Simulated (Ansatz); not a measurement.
The start is a generated cell, Ca placed in the fcc structure type. A full variable-cell relaxation at zero pressure is run with r2SCAN (plane waves to 500 eV, PAW, scalar-relativistic; Ansatz, a program for electronic structure). The first steps use a coarse 10×10×10 k-mesh.

The start:
```yaml
crystal:
  lattice:
    - [0.00000, 2.79000, 2.79000]
    - [2.79000, 0.00000, 2.79000]
    - [2.79000, 2.79000, 0.00000]
  atoms:
    - { symbol: Ca, position: [0.00000, 0.00000, 0.00000] }
```

**Question.** How much energy is released per atom?

**Answer.** Under 0.01 eV/atom.

**Question.** How does the volume change?

**Answer.** -0.7 %, from 43.44 to 43.12 Å³/atom.

**Question.** Is the relaxed structure metallic? Give its gap.

**Answer.** No gap (metallic).

**Question.** Give the final cell and atomic positions.

**Answer.** 
```cif
data_Ca4
_chemical_formula_sum 'Ca4'
_space_group_name_H-M_alt 'Fm-3m'
_space_group_IT_number 225
_space_group_name_Hall '-F 4 2 3'
_cell_length_a 5.56661
_cell_length_b 5.56661
_cell_length_c 5.56661
_cell_angle_alpha 90.000
_cell_angle_beta 90.000
_cell_angle_gamma 90.000
loop_
_atom_site_label
_atom_site_type_symbol
_atom_site_symmetry_multiplicity
_atom_site_Wyckoff_symbol
_atom_site_fract_x
_atom_site_fract_y
_atom_site_fract_z
_atom_site_occupancy
Ca1 Ca 4 a 0.00000 0.00000 0.00000 1
```
(The calculation used a cell of 1 atom; values per cell refer to that cell.)

The space group stays Fm-3m (No. 225) (the run could not lower it); the end is fcc (Cu type), with 1 atom in the primitive cell. Final values are on a 14×14×14 k-mesh of the relaxed cell. No spin polarisation in the result.

The run could not lose the symmetry of its start.
